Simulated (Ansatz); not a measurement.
LaWN3:
```
CELL_PARAMETERS angstrom
      5.79482     0.00000     0.00000
      0.00000     3.85736     0.00000
     -2.58150     0.00000     7.46564
ATOMIC_POSITIONS crystal
  La 0.24706 0.25000 0.18508
  La 0.75294 0.75000 0.81492
  W  0.14019 0.25000 0.66814
  W  0.85981 0.75000 0.33186
  N  0.03508 0.25000 0.86597
  N  0.96492 0.75000 0.13403
  N  0.97503 0.25000 0.38982
  N  0.02497 0.75000 0.61018
  N  0.46739 0.25000 0.74133
  N  0.53261 0.75000 0.25867
```

Relaxed with PBEsol. Independent-particle spectrum: no excitons, no local fields, no scissors shift; 0.1 eV broadening; ε₁ of the summed bands alone.

Task: Tabulate the dielectric function from plane-wave PAW PBEsol (Ansatz code).

Result: 

```tsv
E (eV)	ε₁ xx	ε₂ xx	ε₁ yy	ε₂ yy	ε₁ zz	ε₂ zz
0.0	7.99	0.00	7.66	0.00	7.49	0.00
0.4	8.04	0.00	7.72	0.00	7.54	0.00
0.8	8.19	0.00	7.92	0.00	7.72	0.00
1.2	8.47	0.00	8.32	0.00	8.05	0.00
1.6	8.93	0.00	9.24	0.03	8.65	0.00
2.0	9.74	0.02	10.02	1.34	9.90	0.03
2.4	11.05	0.70	10.20	2.04	12.33	2.36
2.8	11.73	1.76	13.20	4.79	10.05	8.34
3.2	15.84	4.33	7.97	9.38	9.10	5.83
3.6	11.82	9.96	6.96	7.08	7.23	5.84
4.0	10.02	10.89	6.52	7.04	6.83	8.03
4.4	7.76	10.45	5.59	7.81	5.30	6.94
4.8	4.88	10.79	3.40	8.47	4.32	6.87
5.2	3.25	12.05	1.71	6.90	3.03	6.04
5.6	0.65	10.62	1.97	5.45	4.48	5.67
6.0	-1.26	8.20	3.04	4.31	4.44	6.57
6.4	-0.55	6.25	3.02	5.22	2.33	8.16
6.8	-0.42	6.08	2.56	6.94	1.25	7.07
7.2	0.44	5.16	2.11	5.17	2.14	6.85
7.6	0.10	5.92	1.26	6.27	-0.04	6.68
8.0	-0.84	5.58	0.49	5.52	-0.19	6.17
8.4	-0.89	4.48	0.36	5.21	-0.57	5.67
8.8	-1.14	4.86	0.27	4.93	-1.27	5.43
9.2	-0.98	3.72	0.06	5.60	-2.19	4.93
9.6	-0.31	3.67	-1.20	4.08	-2.27	3.26
10.0	-1.38	4.21	-0.93	3.81	-1.53	2.51
10.4	-1.77	3.07	-1.20	3.57	-1.28	2.44
10.8	-1.02	2.74	-0.78	3.10	-0.90	2.37
11.2	-1.54	2.76	-1.25	2.96	-1.59	2.15
11.6	-1.46	2.17	-1.38	2.23	-1.13	1.41
12.0	-1.44	1.76	-1.15	1.79	-0.76	1.23
```

Task: From ε at 2.3 eV (xx: 10.81 + 0.51i), find n, k, the normal reflectivity and the absorption coefficient.

Result: n = 3.29, k = 0.078, R = 29 %, α = 2kE/ħc = 18000 cm⁻¹.

With all bands, ε∞ without local fields is 8.21 (xx), 7.89 (yy), 7.75 (zz). DFPT, with local fields, gives 7.03 (xx), 7.62 (yy), 6.90 (zz).

Space group P2_1/m. The workflow started from a Materials Project entry (that database holds measured and hypothetical structures alike); the Crystallography Open Database copy checked does not list it. Its standing as an ambient phase is unchecked. Symmetry was held in the PBEsol relaxation; whether a distortion lowers the energy is not shown. No spin polarisation was allowed. Spin–orbit coupling is left out wherever it is not named.

Potentials: the later of the program's two PAW sets.
